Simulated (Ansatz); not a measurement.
LaNbHO₂ in space group P4/mmm (No. 123; La on 1d, Nb on 1a, O on 2f, H on 1b) under volume change, plane-wave PAW PBE (Ansatz code), shape and atoms relaxed at each volume.

```csv
V (Å³/atom),E − E(relaxed) (meV/atom),P (GPa)
11.576,55.8,17.02
11.957,23.4,10.38
12.339,5.5,4.77
12.721,0.0,0.00
13.102,4.9,-4.05
13.484,18.7,-7.47
13.865,40.0,-10.33
```

Question: What does a third-order Birch–Murnaghan fit give for V₀, B₀ and B′?

Answer: V₀ = 12.72 Å³/atom, B₀ = 146 GPa, B′ = 4.5.

The start of the workflow was typed in or built on a structure type; neither database checked (COD, Materials Project) lists it. Its standing as an ambient phase is unchecked. The cell was relaxed with PBE under the symmetry of its start; whether a distortion lowers the energy is not shown. The workflow began spin-polarised and lost its moments. The cell computed holds one magnetic atom, so no antiferromagnetic order was within reach. Spin–orbit coupling is left out wherever it is not named.

Potentials: the earlier of the program's two PAW sets.
